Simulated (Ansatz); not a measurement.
Given:

Si2W:
```cif
data_Si6W3
_chemical_formula_sum 'Si6 W3'
_space_group_name_H-M_alt 'P6222'
_space_group_IT_number 180
_space_group_name_Hall 'P 62 2 (0 0 4)'
_cell_length_a 4.58087
_cell_length_b 4.58087
_cell_length_c 6.61026
_cell_angle_alpha 90.000
_cell_angle_beta 90.000
_cell_angle_gamma 120.000
loop_
_atom_site_label
_atom_site_type_symbol
_atom_site_symmetry_multiplicity
_atom_site_Wyckoff_symbol
_atom_site_fract_x
_atom_site_fract_y
_atom_site_fract_z
_atom_site_occupancy
Si1 Si 6 j 0.32715 0.16357 0.16667 1
W1 W 3 d 0.50000 0.00000 0.50000 1
```

This is the r²SCAN-relaxed structure.

All from r²SCAN (plane waves, PAW; program Ansatz), unless another level is named. Estimate the highest zone-centre frequency (without LO–TO term).

422 cm⁻¹.

Predict the Debye temperature from the elastic constants.

566 K.

Predict the zero-point energy.

51.6 meV/atom.

Give the vibrational entropy at 300 K.

22.0 J/(K·mol of atoms).

Space group P6_222. The first step of the workflow began from a Materials Project structure, measured or hypothetical; the Crystallography Open Database copy checked does not list it. It is not the phase usual at ambient conditions (space group No. 139). Symmetry was held in the r²SCAN relaxation; phonons on a q-mesh show no instability. The run is not spin-polarised. Spin–orbit coupling is left out wherever it is not named.

Potentials: the earlier of the program's two PAW sets.
